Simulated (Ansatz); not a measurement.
## MgTi2P2H2O10 — electrostatic potentials at the P nuclei

Cell: a computed structure from the Materials Project (it need not be an observed phase).

```
Mg Ti H P O
1.0
     5.26988    0.00000    0.00000
    -0.52311    5.45524    0.00000
    -2.43055   -2.52017    6.46701
Mg Ti H P O
1 2 2 2 10
Direct
  0.74649 0.41540 0.73440
  0.00445 0.01525 0.47658
  0.00799 0.03431 0.02646
  0.30194 0.81467 0.27011
  0.67500 0.95025 0.65660
  0.65780 0.39627 0.24751
  0.32680 0.66164 0.75140
  0.85579 0.07566 0.72868
  0.74823 0.28785 0.42858
  0.31482 0.36426 0.63584
  0.35895 0.26419 0.09770
  0.84468 0.33198 0.12201
  0.11603 0.68160 0.85774
  0.63521 0.75142 0.90286
  0.68350 0.69671 0.34000
  0.27993 0.81973 0.60834
  0.15489 0.91380 0.25804
```

Sites (sets of like atoms) are named by element and the number of their first atom in this list.

Computed with Ansatz: DFT, PBE, plane waves and PAW, scalar-relativistic, collinear spin, 420 eV cutoff, Γ-centred 5×5×4 k-points, Fermi–Dirac smearing 0.02 eV. Start moments as typed (μB): 1 on each Ti, none on the rest.

The potential at a nucleus is that of all electrons and the other nuclei. A higher potential binds the core electrons more strongly, so differences between sites of one element are the initial-state part of core-level shifts.

(1) Rank the P sites by the potential at the nucleus, lowest first, and give each against the lowest.
A. atom 6: 4 O at 1.54–1.57 Å
B. atom 7: 4 O at 1.53–1.57 Å

Answers

(1) A (0.00 V), B (0.24 V).

All moments are parallel here, as the start or the cell imposes; many such compounds order antiparallel, where fields and spin densities carried over to other atoms largely cancel. The magnetic order is the one that the run reached from its start moments, not necessarily the measured one.
